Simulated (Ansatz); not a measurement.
Consider the following.

Starting cell, PtSb₂ (space group Pa-3):

```yaml
crystal:
  lattice:
    - [6.55329, 0.00000, 0.00000]
    - [0.00000, 6.55329, 0.00000]
    - [0.00000, 0.00000, 6.55329]
  atoms:
    - { symbol: Sb, position: [0.37490, 0.12510, 0.87490] }
    - { symbol: Sb, position: [0.62510, 0.87490, 0.12510] }
    - { symbol: Sb, position: [0.12510, 0.87490, 0.37490] }
    - { symbol: Sb, position: [0.87490, 0.12510, 0.62510] }
    - { symbol: Sb, position: [0.87490, 0.37490, 0.12510] }
    - { symbol: Sb, position: [0.12510, 0.62510, 0.87490] }
    - { symbol: Sb, position: [0.62510, 0.62510, 0.62510] }
    - { symbol: Sb, position: [0.37490, 0.37490, 0.37490] }
    - { symbol: Pt, position: [0.00000, 0.50000, 0.50000] }
    - { symbol: Pt, position: [0.50000, 0.50000, 0.00000] }
    - { symbol: Pt, position: [0.50000, 0.00000, 0.50000] }
    - { symbol: Pt, position: [0.00000, 0.00000, 0.00000] }
```

The atoms are displaced by Q × the pattern below (from a DFPT mode at Γ, largest move 1; Q in Å), at fixed cell. It is one choice among 3 degenerate patterns.

```
atom       x       y       z
----  ------  ------  ------
Sb1   -0.544  -0.525  -0.655
Sb2    0.544   0.525   0.655
Sb3    0.544   0.525  -0.655
Sb4   -0.544  -0.525   0.655
Sb5    0.544  -0.525  -0.655
Sb6   -0.544   0.525   0.655
Sb7   -0.544   0.525  -0.655
Sb8    0.544  -0.525   0.655
```

Atoms not listed stay in place.

Method: PBE (plane waves to 420 eV, PAW, scalar-relativistic; Ansatz, a program for electronic structure). k mesh 6×6×6 (Γ-centred), Fermi-Dirac smearing 0.05 eV. The energy includes the smearing's −TS. With partly filled bands, energies and forces of such displacements shift with the k mesh and the smearing. At this level the bands of PtSb2 touch or barely overlap; measurements give the solid a gap. PtSb2 is run without spin polarisation. PtSb2 was relaxed with its symmetry unable to fall. Spin-orbit coupling is left out, though Pt and Sb are heavy. ΔE is measured from the undisplaced structure.

The scan covers Q from -0.180 to 0.180 Å in 13 points.

**Question.** Is this a single well or a double well?

**Answer.** A single well with its minimum at or next to zero displacement.

**Question.** Which space group does the distorted structure have?

**Answer.** P2_1/c (No. 14), lowered from Pa-3.

**Question.** Is the energy the same for equal positive and negative displacements?

**Answer.** Even: the same for both signs.

**Question.** What is the energy change at Q = 0.180 Å?

**Answer.** 1678 meV/cell.

**Question.** What harmonic wavenumber does the curvature at Q = 0 give?

**Answer.** 171 cm⁻¹.

(A displaced cell: forces are minus the slopes of the energy, force constants its curvatures, and phonons follow from these.)
